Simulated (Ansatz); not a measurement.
Relaxed-ion elastic tensor of Hg (diamond, Fd-3m) in GPa (Voigt order), DFT-PBE in the program Ansatz with PAW potentials; density 5.93 g/cm³, 56.22 Å³ per atom.

```tsv
	1	2	3	4	5	6
1	2.0	2.0	2.0	0.0	0.0	0.0
2	2.0	2.0	2.0	0.0	0.0	0.0
3	2.0	2.0	2.0	0.0	0.0	0.0
4	0.0	0.0	0.0	-0.1	0.0	0.0
5	0.0	0.0	0.0	0.0	-0.1	0.0
6	0.0	0.0	0.0	0.0	0.0	-0.1
```

Q: Is the crystal mechanically stable?

A: On the edge, within the error: the smallest eigenvalue of C is -0.1 GPa.

A made-up cell: these elements were put on the sites of a structure type; neither database checked (COD, Materials Project) lists it. It is not the usual solid phase (space group No. 166). The PBE relaxation kept the symmetry of its start; phonons on a q-mesh show weakly imaginary modes. The substance is a gas or liquid at ambient conditions. Scalar-relativistic: spin–orbit coupling is off unless named, which matters more the heavier the elements.

Potentials: the later of the program's two PAW sets.
